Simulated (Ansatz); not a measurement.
## LiGaSi₂O₆: ¹⁷O NMR of the central transition

Cell: an entry of the Crystallography Open Database (COD; perhaps a calculated or model structure), ions relaxed with PBE at fixed cell.

```
Li Ga Si O
1.0
     4.80050   -4.41950    0.00000
     4.80050    4.41950    0.00000
    -1.80378    0.00000    4.77357
Li Ga Si O
2 2 4 12
Direct
  0.75573 0.24427 0.25000
  0.24427 0.75573 0.75000
  0.10770 0.89230 0.25000
  0.89230 0.10770 0.75000
  0.21024 0.39219 0.25436
  0.60781 0.78976 0.24564
  0.78976 0.60781 0.74564
  0.39219 0.21024 0.75436
  0.03478 0.19930 0.14153
  0.80070 0.96522 0.35847
  0.96522 0.80070 0.85847
  0.19930 0.03478 0.64153
  0.11493 0.62681 0.35282
  0.37319 0.88507 0.14718
  0.88507 0.37319 0.64718
  0.62681 0.11493 0.85282
  0.33163 0.38873 0.01287
  0.61127 0.66837 0.48713
  0.66837 0.61127 0.98713
  0.38873 0.33163 0.51287
```

Atoms are numbered from 1 in the order listed; like atoms form one site, named after its first atom.

All values are calculated (Ansatz; DFT, PBE, plane waves and PAW, scalar-relativistic, 420 eV cutoff, Γ-centred 3×3×4 k-points, Fermi–Dirac smearing 0.02 eV), not measured.

¹⁷O has I = 5/2 and Q = -25.58 mb (Pyykkö 2018); at 9.4 T its Larmor frequency is ν₀ = 54.3 MHz. Only the quadrupole interaction is simulated: positions count from each site's isotropic chemical shift, and J coupling is left out, as are shift anisotropy and dipolar coupling, which fast spinning averages.

Task: Simulate the second-order pattern (fast magic-angle spinning, Gaussian broadening 0.2 kHz) of site O17 (2 Si at 1.62–1.63 Å, angle 136°; also 2 Li at 2.90–2.98 Å, 1 Ga at 3.31 Å).

Result: The calculation gives C_Q = -5.06 MHz and η = 0.34, so ν_Q = 0.759 MHz and the centre of gravity lies at -54.1 ppm (-2.94 kHz).

```csv
offset (kHz),height
-7.567,0
-7.373,0
-7.179,5
-6.985,8
-6.791,8
-6.597,8
-6.403,8
-6.209,9
-6.015,9
-5.821,9
-5.627,9
-5.433,11
-5.239,24
-5.045,36
-4.852,40
-4.658,44
-4.464,50
-4.270,64
-4.076,97
-3.882,87
-3.688,71
-3.494,65
-3.300,62
-3.106,61
-2.912,61
-2.718,62
-2.524,64
-2.330,68
-2.136,75
-1.942,93
-1.748,100
-1.554,78
-1.360,67
-1.166,60
-0.972,56
-0.778,52
-0.584,45
-0.390,15
-0.196,0
-0.002,0
```

At O17 V_zz runs parallel to the line that joins its two neighbours (within 3°).

At this cell the PBE pressure is 6 GPa (principal stresses up to 11 GPa in size), so with PBE the cell would grow if it were relaxed.
